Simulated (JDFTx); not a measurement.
Cd(1 1 -2 2) slab cut from bulk Cd (space group P6_3/mmc, indices of the conventional cell, lattice of the Materials Project entry mp-94, not re-optimised): 12 atoms in 6 planes, a 1x1 cell of 33.76 Å² (|a| = 5.124, |b| = 6.588 Å), 6.7 Å between the outermost planes, cell height 22.6 Å, 4×4×1 k mesh, Fermi smearing 0.01 Ha, no spin polarisation.

Computed with JDFTx (a modified build): PBE, GBRV ultrasoft potentials, plane waves to 20/100 Ha. Liquid on both sides: CANDLE, acetonitrile, 1 M KCl; nuclei fixed. At negative charge CANDLE's numbers also depend on the cell height, by up to tenths of a volt.

Charging data:

| U − U_pzc (V) | σ (μC/cm²) |
|---|---|
| -0.60 | -5.22 |
| 0.00 | 0.00 |
| 0.60 | 6.60 |

A calculation by hand: a check of Lippmann's equation. The grand free energy per area against the neutral slab, Δγ = [F(N) − F(N₀) − μ(N − N₀)]/2A, is taken from the total energies of the same runs.

```tsv
U − U_pzc (V)	Δγ (mJ/m²)
-0.60	-16.4
0.00	0.0
0.60	-19.6
```

Δγ is largest at zero charge and falls away from it, as dγ/dU = −σ demands. At -0.60 V the computed -16.4 mJ/m² stands beside -15.7 mJ/m² from the constant-capacitance formula.
